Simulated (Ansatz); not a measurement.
Nb₅Si₃:
```xyz
16
Lattice="-3.2933 3.2933 5.9396 3.2933 -3.2933 5.9396 3.2933 3.2933 -5.9396" Properties=species:S:1:pos:R:3 pbc="T T T"
Nb     2.1964     1.0968    -1.7665
Nb     1.0968     2.1964     7.7061
Nb     2.1964    -1.0968     4.1731
Nb     1.0968     4.3901     1.7665
Nb     1.0968     2.1964     4.1731
Nb     2.1964     1.0968     1.7665
Nb     1.0968     4.3901    -1.7665
Nb     2.1964    -1.0968     7.7061
Nb     0.0000     0.0000     5.9396
Nb     0.0000     0.0000     0.0000
Si     4.1404     0.8472     0.0000
Si    -0.8472     2.4461     5.9396
Si     2.4461     0.8472     5.9396
Si     0.8472     2.4461     0.0000
Si     0.0000     0.0000     8.9094
Si     0.0000     0.0000     2.9698
```

Relaxed with r²SCAN. Special points in fractions of this cell's reciprocal vectors: Γ (0.000, 0.000, 0.000); X (0.000, 0.000, 0.500); P (0.250, 0.250, 0.250); N (0.000, 0.500, 0.000); M (0.500, 0.500, -0.500); S (0.327, 0.673, -0.327); S0 (-0.327, 0.327, 0.327); R (-0.154, 0.154, 0.500); G (0.500, 0.500, -0.154).

List the band energies nearest the Fermi level at these points for the program Ansatz at the r²SCAN level (PAW).

In eV from the Fermi level; about four levels below and three above (degenerate sets whole), none deeper than 8.9 eV; points with the same levels are listed once.

```tsv
k	below	above
Γ	-1.06 -0.88 -0.65 -0.65	0.35 0.35 0.97
X	-1.12 -1.11 -0.63 -0.30	0.14 0.63 0.89
P	-1.37 -1.37 -0.93 -0.93	0.12 0.12 0.98 0.98
N	-1.38 -1.38 -1.10 -1.10	0.38 0.38 0.57 0.57
M	-0.28 -0.28 -0.25 -0.21	0.05 0.23 0.23
S	-1.15 -0.98 -0.95 -0.75	0.01 0.37 0.46
R	-0.78 -0.72 -0.34 -0.09	0.38 0.39 1.05
```

Space group I4/mcm. The workflow started from a Materials Project entry (that database holds measured and hypothetical structures alike); the Crystallography Open Database files this formula in space group No. 140, but the cells were not matched. Whether it is the stable phase at ambient conditions was not checked. The r²SCAN relaxation kept the symmetry of its start; whether a distortion lowers the energy is not shown. No spin polarisation was allowed. Scalar-relativistic: spin–orbit coupling is off unless named, which matters more the heavier the elements.

Potentials: the later of the program's two PAW sets.
